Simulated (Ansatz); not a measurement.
## Hf$_{3}$O$_{4}$: reading a single point

```
CELL_PARAMETERS angstrom
-3.35029 3.35029 3.35029
3.35029 -3.35029 3.35029
3.35029 3.35029 -3.35029
ATOMIC_POSITIONS crystal
Hf 0.25000 0.62500 0.37500
Hf 0.37500 0.25000 0.62500
Hf 0.75000 0.87500 0.12500
Hf 0.12500 0.75000 0.87500
Hf 0.62500 0.37500 0.25000
Hf 0.87500 0.12500 0.75000
O 0.12600 0.12600 0.12600
O 0.87400 0.50000 0.00000
O 0.50000 0.00000 0.37400
O 0.00000 0.87400 0.50000
O 0.37400 0.50000 0.00000
O 0.62600 0.62600 0.62600
O 0.00000 0.37400 0.50000
O 0.50000 0.00000 0.87400
```

Method: r2SCAN, no spin polarisation; PAW, plane waves to 500 eV, 7×7×7 Γ-centred mesh, fermi-dirac occupations (width 0.0293 eV) (Ansatz 0.2.0), atoms fixed.

Task: Which element gives electrons and which takes them?

Result: Bader charges in e: Hf +2.00, O -1.50. In the mean Hf gives up most and O takes most.

Task: What does the stress say?

Result: The pressure is 6.1 GPa (compression positive), so with the atoms held at these fractions the cell would first expand; the forces are large, so a full relaxation may end otherwise.

Task: Where is the largest force?

Result: The largest is on O9 (and as large on other atoms): 1.58 eV/Å, components (-0.91, -0.91, 0.91). It makes 124° with the line to a nearest neighbour, Hf1 at 2.18 Å.

Task: Metal or insulator?

Result: It is a metal, with about 8.2 states/eV a cell as the mean within 0.25 eV of the Fermi level, mostly Hf d (81 %) and O p (14 %).

Origin: a known structure type with other elements, at an estimated volume, so it need not be a known compound. Caveats: many states at the Fermi level without spin polarisation, so a magnetic state may lie lower; atoms or cell far from equilibrium.
